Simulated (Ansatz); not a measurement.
## TiB2 (AlB2 type, space group P6/mmm), frozen-phonon scan

Relaxed TiB₂ (AlB2 type, space group P6/mmm):

```yaml
crystal:
  lattice:
    - [6.06397, 0.00000, 0.00000]
    - [-1.51599, 2.62578, 0.00000]
    - [3.03199, 0.00000, 3.22435]
  atoms:
    - { symbol: Ti, position: [0.00000, 0.00000, 0.00000] }
    - { symbol: Ti, position: [0.50000, 0.00000, 0.00000] }
    - { symbol: B, position: [0.91667, 0.66667, 0.50000] }
    - { symbol: B, position: [0.41667, 0.66667, 0.50000] }
    - { symbol: B, position: [0.08333, 0.33333, 0.50000] }
    - { symbol: B, position: [0.58333, 0.33333, 0.50000] }
```

The atoms are displaced by Q × the pattern below (from a DFPT mode at L = (0.5, 0.0, 0.5), largest move 1; Q in Å), at fixed cell. (q is in reciprocal vectors of the primitive cell; the cell shown is doubled to hold the pattern.)

```csv
atom,x,y,z
B3,0.000,0.000,-1.000
B4,0.000,0.000,1.000
B5,0.000,0.000,1.000
B6,0.000,0.000,-1.000
```

Atoms not listed stay in place.

Method: PBE (plane waves to 420 eV, PAW, scalar-relativistic; Ansatz, a quantum-chemistry and plane-wave program). k mesh 18×18×18 (Γ-centred), Fermi-Dirac smearing 0.05 eV. Energies are smeared free energies. Compression counts positive. With partly filled bands, energies and forces of such displacements shift with the k mesh and the smearing. TiB2 is run without spin polarisation. TiB2 was relaxed with its symmetry unable to fall. ΔE is measured from the undisplaced structure.

```tsv
Q (Å)	ΔE (meV/cell)	P (GPa)	−dE/dQ from forces (eV/Å)
-0.100	279	0.9	5.608
-0.083	194	0.6	4.662
-0.067	124	0.4	3.722
-0.050	70	0.2	2.787
-0.033	31	0.1	1.856
-0.017	8	0.0	0.927
0.000	0	0.0	0.000
0.017	8	0.0	-0.927
0.033	31	0.1	-1.856
0.050	70	0.2	-2.787
0.067	124	0.4	-3.722
0.083	194	0.6	-4.662
0.100	279	0.9	-5.608
```

Key numbers:

The energy at Q = 0.100 Å comes out as 279 meV/cell. Space group of the distorted cell: Immm (No. 71), lowered from P6/mmm. Symmetry of the curve: even: the same for both signs. Shape of the curve: a single well with its minimum at or next to zero displacement. Harmonic wavenumber from the curvature (finite differences): 591 cm⁻¹.

(A displaced cell: forces are minus the slopes of the energy, force constants its curvatures, and phonons follow from these.)
